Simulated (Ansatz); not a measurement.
**Coordination and ⁷Li quadrupole coupling in Li4H6Ru**

Cell: a computed structure from the Materials Project (it need not be an observed phase) whose atoms were relaxed with PBE, the cell held.

Space group R-3c:H (No. 167); a = 8.0898, c = 9.8599 Å, γ = 120.00°.

```csv
site,Wyckoff,site symmetry,x,y,z
Li1,6a,32,0.0000,0.0000,0.2500
Li3,18e,.2,0.0491,0.7158,0.5833
H,36f,1,0.1487,0.1899,0.3993
Ru,6b,-3.,0.0000,0.0000,0.5000
```

One atom of each set is listed; the run and its k-mesh use a cell of 22 atoms with edges of 5.71, 5.71, 5.71 Å.

All values are calculated (Ansatz; DFT, PBE, plane waves and PAW, scalar-relativistic, 420 eV cutoff, Γ-centred 6×6×6 k-points, Fermi–Dirac smearing 0.05 eV), not measured.

Q(⁷Li) = -40.10 mb.

(1) Rank these Li sites by |C_Q|, smallest first.
A. Li3: 8 H at 2.10–2.29 Å
B. Li1: 6 H at 2.03 Å

Answers

(1) A (0.271 MHz, η = 0.22), B (0.339 MHz, η = 0.00).

An axis of threefold or higher order runs through Li1, so V_zz lies along it and η is zero. Like point charges on the first shell alone (each adding as 1/d³) would give the same order.

With these PAW files V_zz is typically within 2 to 3 % of all-electron values, but misses above 10 % occur on Li.
